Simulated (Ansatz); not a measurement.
**Notes on YbNi3B2**

```xyz
6
Lattice="4.9665 0.0000 0.0000 -2.4832 4.3011 0.0000 0.0000 0.0000 2.9920" Properties=species:S:1:pos:R:3 pbc="T T T"
Yb    0.0000    0.0000    0.0000
Ni    2.4832    0.0000    1.4960
Ni    1.2416    2.1505    1.4960
Ni   -1.2416    2.1505    1.4960
B    -0.0002    2.8675    0.0000
B     2.4830    1.4336    0.0000
```

Level: PBE, no spin polarisation; 420 eV; 6×6×8 Γ-centred mesh; fermi-dirac occupations (width 0.0134 eV); Ansatz 0.2.0, fixed geometry.

Is it stable against the elements?

-0.37 eV an atom against the elements' usual phases (free molecules for gases, crystals otherwise, with no correction for O₂ or N₂), so it is bound against them; other compounds may still compete. Relaxing would lower it.

What do density and ELF say about some of the short contacts?

Ni–B at 2.07 Å: least valence density 0.55 e/Å³ and ELF 0.50 there. Yb–B at 2.87 Å: least valence density 0.17 e/Å³ and ELF 0.11 there. Yb–Ni at 2.90 Å: least valence density 0.19 e/Å³ and ELF 0.14 there. These are pseudo-fields; inside the PAW spheres they differ from the all-electron ones.

Are the atoms at rest?

Nearly at rest: the largest force is 0.002 eV/Å.

How is the charge shared?

Bader charges in e: Yb +1.31, Ni -0.20, B -0.35. In the mean Yb gives up most and B takes most.

What happens at the Fermi level?

It is a metal, with about 22 states/eV a cell as the mean within 0.25 eV of the Fermi level, mostly Yb f (84 %).

Origin: a known structure type with other elements, at an estimated volume, so it need not be a known compound. Caveats: no spin polarisation, so a magnetic state may lie lower; f levels without a U or exact exchange are poorly placed.
